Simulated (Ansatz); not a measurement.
**Data sheet: C (DFT)**

C:
```
C
1.0
    3.79578     0.00000     0.00000
    0.00000     3.79578     0.00000
    0.00000     0.00000     4.67224
C
12
Direct
  0.92394   0.07606   0.75000
  0.42394   0.42394   0.00000
  0.07606   0.92394   0.25000
  0.57606   0.57606   0.50000
  0.62115   0.16707   0.53363
  0.33293   0.12115   0.78363
  0.37885   0.83293   0.03363
  0.66707   0.87885   0.28363
  0.12115   0.33293   0.21637
  0.83293   0.37885   0.96637
  0.87885   0.66707   0.71637
  0.16707   0.62115   0.46637
```

Space group P4_12_12 (No. 92); conventional cell a = 3.7958 Å, b = 3.7958 Å, c = 4.6722 Å, α = 90.00°, β = 90.00°, γ = 90.00°.

Method: the program Ansatz at the r²SCAN level (PAW). The cell and atoms are relaxed at this level. Other levels are named where they apply.

### Cell and energy

| Property | Value |
|---|---|
| Volume per atom | 5.61 Å³ |
| Density | 3.56 g/cm³ |

### Electronic structure

| Property | Result |
|---|---|
| Band gap | 5.37 eV (indirect) |
| Valence-band maximum | on the M–Γ line, 40 % of the way from M |
| Conduction-band minimum | at Γ |
| Smallest direct gap on the standard path | 5.91 eV |
| Electron effective mass | 0.40, 0.43, 0.43 mₑ (principal values) |
| Hole effective mass | 0.42, 2.0, 2.7 mₑ (principal values) |
| HSE06 gap on the r²SCAN cell | 6.27 eV |

### Mechanics

| Property | Result |
|---|---|
| Bulk modulus (Birch–Murnaghan fit) | 4080 kbar |
| Pressure derivative B′ | 3.8 |
| Elastic constants (relaxed ions, GPa) | C11 = 1200, C12 = 51.4, C13 = 75.5, C33 = 923, C44 = 488, C66 = 542 |
| Mechanical stability | stable (all eigenvalues of C positive) |
| Hill bulk and shear moduli | 412 and 509 GPa |
| Young's modulus | 1080 GPa |
| Poisson's ratio | 0.06 |
| Debye temperature from the elastic constants | 2190 K |
| Piezoelectric stress constants (proper, relaxed ions, C/m²) | e14 = 0.03, e25 = -0.03 |

The start of the workflow was typed in or built on a structure type; neither database checked (COD, Materials Project) lists it. It is not the phase usual at ambient conditions (space group No. 194, 227). Symmetry was held in the r²SCAN relaxation; its stability against distortions is not shown here. The volume moved by 26 % from the start of the relaxation.

Potentials: the earlier of the program's two PAW sets.
